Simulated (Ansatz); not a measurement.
Values for one crystal, relaxed and computed with plane-wave PAW r²SCAN (Ansatz code); other levels are named.

```yaml
volume_per_atom: 15.00 Å³
electronic_character: metallic (no gap)
Gap with spin–orbit coupling: none (metallic)
Density of states at the Fermi level: 0.79 states/eV per atom (mean over ±0.08 eV)
Formation energy from the elements (no fitted shifts): 0.055 eV/atom
Pressure derivative B′: 4.8
Bulk modulus (Birch–Murnaghan fit): 247 GPa
```

Question: Pick the material that matches.
(A) MoPd, L1₀ or tetragonal B2
(B) AlPt, rock salt
(C) La2Ga7Au, P4mm (Pearson symbol tP10)
(D) LaInPt4, F-43m (La on 4a, In on 4d, Pt on 16e)

Answer: A, MoPd, L1₀ or tetragonal B2

Space group P4/mmm (L1₀ or tetragonal B2). The start of the workflow was typed in or built on a structure type; neither database checked (COD, Materials Project) lists it. Whether it is the stable phase at ambient conditions was not checked. Symmetry was held in the r²SCAN relaxation; whether a distortion lowers the energy is not shown. The run is not spin-polarised. The references are the lowest solids computed at this level, not always the standard phases. Scalar-relativistic: spin–orbit coupling is off unless named, which matters more the heavier the elements.

Potentials: the earlier of the program's two PAW sets.
